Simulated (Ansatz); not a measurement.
One crystal and one scan (energy against volume) at two levels, PBE (plane waves to 420 eV, PAW, scalar-relativistic; Ansatz, a program for electronic structure) and r2SCAN (plane waves to 500 eV, PAW, scalar-relativistic; Ansatz), each from its own relaxed cell and on its own mesh. The cell shown is that of PBE.

PbSe (rock salt)

```
PbSe
1.0
    0.00000     3.10888     3.10888
    3.10888     0.00000     3.10888
    3.10888     3.10888     0.00000
Se Pb
1 1
Direct
  0.00000   0.00000   0.00000
  0.50000   0.50000   0.50000
```

The volume is varied about the relaxed value V₀ at fixed cell shape. Symmetry pins the atoms to their sites.

Energies are smeared free energies. PbSe was relaxed with its symmetry unable to fall. Spin-orbit coupling is left out, though Pb is heavy. Both scans cover V/V₀ from 0.900 to 1.100.

ΔE (meV/atom), each from the relaxed starting cell of its own level:

```
V/V₀    PBE    r2SCAN
-----  ----  --------
0.900  52.6  withheld
0.920  32.3      35.0
0.940  17.5      18.9
0.960   7.5       8.1
0.980   1.8       1.9
1.000   0.0       0.0
1.020   1.7       1.9
1.040   6.6       7.1
1.060  14.2      15.4
1.080  24.4      26.5
1.100  36.9      40.0
```

Q: Estimate the r2SCAN value at 0.900 from the PBE value there and the ratio of the two levels in the two nearest given rows on that side of the minimum.

A: At 0.920 and 0.940 the ratio r2SCAN/PBE averages 1.082, which gives 1.082 × 52.6 = 56.9 meV/atom. The calculation gives 56.8 meV/atom, +8.0 % against PBE.

(A scan under strain: stresses follow from slopes of the energy per volume, elastic moduli from its curvatures.)
